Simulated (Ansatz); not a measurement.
Starting cell, PbS (rock salt):

```
CELL_PARAMETERS angstrom
      0.00000     6.00891     6.00891
      3.00445     3.00445     6.00891
      3.00445     3.00445     0.00000
ATOMIC_POSITIONS crystal
  S  0.00000 0.00000 0.00000
  S  0.50000 0.00000 0.00000
  Pb 0.00000 0.50000 0.50000
  Pb 0.50000 0.50000 0.50000
```

The atoms are displaced by Q × the pattern below (from a DFPT mode at X = (0.5, 0.5, 0.0), largest move 1; Q in Å), at fixed cell. (q is in reciprocal vectors of the primitive cell; the cell shown is doubled to hold the pattern.)

```
atom      x      y       z
----  -----  -----  ------
S1    0.000  0.000   0.670
S2    0.000  0.000  -0.670
Pb3   0.000  0.000  -1.000
Pb4   0.000  0.000   1.000
```

These are PBE (plane waves to 420 eV, PAW, scalar-relativistic; Ansatz, an electronic-structure program) values and carry that method's errors. k mesh 10×10×10 (Γ-centred), Fermi-Dirac smearing 0.05 eV. Energies are smeared free energies. PbS was relaxed with its symmetry unable to fall. Spin-orbit coupling is left out, though Pb is heavy. ΔE is measured from the undisplaced structure.

| Q (Å) | ΔE (meV/cell) |
|---|---|
| -0.280 | 383 |
| -0.187 | 108 |
| -0.093 | 18 |
| 0.000 | 0 |
| 0.093 | 18 |
| 0.187 | 108 |
| 0.280 | 383 |

Which DFPT wavenumber at X = (0.5, 0.5, 0.0) belongs to this mode?
(A) 84 cm⁻¹
(B) 46 cm⁻¹
(C) 105 cm⁻¹

B, 46 cm⁻¹. The curvature of the scan gives 46 cm⁻¹

(A displaced cell: forces are minus the slopes of the energy, force constants its curvatures, and phonons follow from these.)
